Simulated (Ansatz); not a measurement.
Pd:
```
Pd
1.0
    0.00000     1.93741     1.93741
    1.93741     0.00000     1.93741
    1.93741     1.93741     0.00000
Pd
1
Direct
  0.00000   0.00000   0.00000
```

Relaxed with PBEsol. Special points in fractions of this cell's reciprocal vectors: Γ (0.000, 0.000, 0.000); X (0.500, 0.000, 0.500); U (0.625, 0.250, 0.625); K (0.375, 0.375, 0.750); L (0.500, 0.500, 0.500); W (0.500, 0.250, 0.750).

Q: List the band energies nearest the Fermi level at these points for the program Ansatz at the PBEsol level (PAW).

A: In eV from the Fermi level; about four levels below and three above (degenerate sets whole), none deeper than 8.9 eV; … stands for higher levels left out; points with the same levels are listed once.

```csv
k,below,above
Γ,-7.36 -2.93 -2.93 -2.93,…
X,-5.56 -5.26 -0.04,0.30 0.30 …
U,-4.29 -2.05 -0.98 -0.17,…
L,-2.97 -2.97 -0.02 -0.02,…
W,-4.46 -3.50 -3.50 -1.36,0.30 …
```

Space group Fm-3m (fcc (Cu type)). The PBEsol relaxation kept the symmetry of its start. The workflow began spin-polarised and lost its moments. The cell computed holds one magnetic atom, so no antiferromagnetic order was within reach. Scalar-relativistic: spin–orbit coupling is off unless named, which matters more the heavier the elements.

Potentials: the earlier of the program's two PAW sets.
